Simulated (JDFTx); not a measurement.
HfN(100) slab cut from bulk HfN (space group Fm-3m, indices of the conventional cell, lattice of the Materials Project entry mp-2828, not re-optimised): 8 atoms in 4 planes, a 1x1 cell of 10.18 Å² (|a| = 3.190, |b| = 3.190 Å), 6.9 Å between the outermost planes, Hf/N outermost, slab composition Hf4N4, cell height 22.8 Å, 6×6×1 k mesh, Fermi smearing 0.01 Ha, no spin polarisation. Whether this polymorph is the ambient one wasn't checked. Neither spin polarisation nor a larger cell was tried.

Profiles through the double layer of this slab, charged, in CANDLE, water, 1 M NaCl; PBE, GBRV ultrasoft potentials, plane waves to 20/100 Ha, JDFTx (a modified build). z is the height above the outermost atoms, φ the plane-averaged electrostatic potential energy of an electron (zero in the bulk liquid), ρ_b the bound charge of solvent and ions, s the cavity shape function (0 in the solid, 1 in the liquid).

| z (Å) | n (e/Å³) | s | φ (eV) | ρ_b (10⁻³ e/Å³) |
|---|---|---|---|---|
| 0.96 | 0.1261 | 0.00 | -2.669 | -0.09 |
| 1.42 | 0.0282 | 0.00 | -1.291 | -5.87 |
| 1.89 | 0.0064 | 0.02 | -0.266 | -14.62 |
| 2.35 | 0.0014 | 0.19 | -0.111 | -1.79 |
| 2.82 | 0.0003 | 0.48 | -0.078 | -0.10 |
| 3.28 | 0.0001 | 0.78 | -0.063 | -0.07 |
| 3.75 | 0.0000 | 0.98 | -0.053 | -0.03 |
| 4.21 | 0.0000 | 1.00 | -0.045 | -0.02 |
| 4.68 | 0.0000 | 1.00 | -0.039 | -0.02 |
| 5.15 | 0.0000 | 1.00 | -0.033 | -0.02 |
| 5.61 | 0.0000 | 1.00 | -0.029 | -0.02 |
| 6.08 | 0.0000 | 1.00 | -0.025 | -0.01 |
| 6.54 | 0.0000 | 1.00 | -0.021 | -0.01 |
| 7.01 | 0.0000 | 1.00 | -0.018 | -0.01 |
| 7.47 | 0.0000 | 1.00 | -0.016 | -0.01 |

Problem. Is the electrode positively or negatively charged, and roughly by how much?

Solution. Positively: σ = 17.0 μC/cm² per face. The liquid's bound charge is of the opposite sign overall, and far from the surface φ decays with the screening length (3.0 Å).
